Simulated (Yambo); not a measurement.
MgO (rock salt, space group Fm-3m, No. 225), G0W0@LDA (Yambo, plasmon pole, terminator in G, 6×6×6 mesh): gap Γ → Γ in eV by bands and screening block.

| bands (W and G) | 2 Ry | 5 Ry | 8 Ry | 11 Ry | 14 Ry |
|---|---|---|---|---|---|
| 15 | 7.81 | 7.83 | 8.03 | 8.06 | ___ |
| 25 | 7.52 | 7.56 | 7.82 | 7.87 | 7.94 |
| 39 | 7.42 | 7.46 | ___ | 7.82 | 7.89 |
| 54 | 7.38 | ___ | 7.75 | 7.81 | 7.88 |
| 71 | 7.37 | 7.42 | 7.74 | 7.80 | 7.88 |

Problem. Estimate the withheld gaps from their neighbours; the computed values follow.

Solution. 
- 15, 14 Ry: 8.12
- 39, 8 Ry: 7.77
- 54, 5 Ry: 7.43

The largest settings aren't shown to be the converged limit.

Geometry relaxed with LDA; primitive cell a = 2.9414 Å, b = 2.9414 Å, c = 2.9414 Å, α = 60.00°, β = 60.00°, γ = 60.00°.
